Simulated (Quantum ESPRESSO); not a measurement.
# Moving one atom in In2GaAlP4

These are calculations, not measurements. They come from pw.x of Quantum ESPRESSO 7.5, a plane-wave density functional program, with PseudoDojo standard norm-conserving files (v0.5 for PBE, v0.4.1 for LDA and PBEsol). The cells are made up: elements, strain and atom displacements were drawn at random, and nothing was relaxed. There is no spin polarisation, spin-orbit coupling or dispersion term.

The cell has 8 sites of a zincblende or diamond lattice. Sites 1 to 4 hold In In Ga Al; sites 5 to 8 hold P P P P. Cell vectors in Å: (5.723, 0.033, 0.013); (0.033, 5.896, -0.001); (0.013, -0.001, 5.917). Settings: PBE, cutoff 1088 eV, 4 x 4 x 4 k mesh shifted by half a step, Fermi-Dirac smearing of 0.025 eV.

Each run shifts the P atom on site 8 along x and leaves all else fixed. Site 2 is one of its nearest neighbours. E is the free energy of the cell above the lowest run shown.

```
run,shift (Å),Fx on site 8 (eV/Å),Fx on site 2 (eV/Å),P (GPa),E (meV)
1,-0.1634,0.674,-0.441,-2.59,25.3
3,-0.0815,-0.059,-0.270,-2.61,0.0
4,-0.0242,-0.582,-0.136,-2.57,18.3
5,0.0084,-0.881,-0.055,-2.53,42.2
6,0.0504,-1.266,0.053,-2.46,87.3
7,0.1518,-2.185,0.331,-2.18,262.5
2,-0.1203,?,?,?,?
```

A rerun of one of these cells at 1377 eV and k mesh 6 x 6 x 6 moved values by no more than 0.007 eV in the cell's energy, 0.02 GPa in stress and 0.002 eV/Å in force.

## Worked fit

A parabola through the six runs shown gives Fx on site 8 = -0.803 - 9.09 u - 0.2 u² eV/Å, with u in Å and a scatter of 0.005 eV/Å. Minus the slope, 9.09 ± 0.09 eV/Å², is this atom's force constant along x at u = 0, with its periodic images moving too. The fitted force vanishes at u = -0.089 Å, where the energy should be lowest along this line. The error is the larger of the fit's own and the change that a cubic makes, rounded up.

## Withheld run

Question: what Fx on site 8 should run 2 give?

The fit gives 0.288 eV/Å. The calculation gave 0.291 eV/Å.

```
run,shift (Å),Fx on site 8 (eV/Å),Fx on site 2 (eV/Å),P (GPa),E (meV)
2,-0.1203,0.291,-0.354,-2.61,4.5
```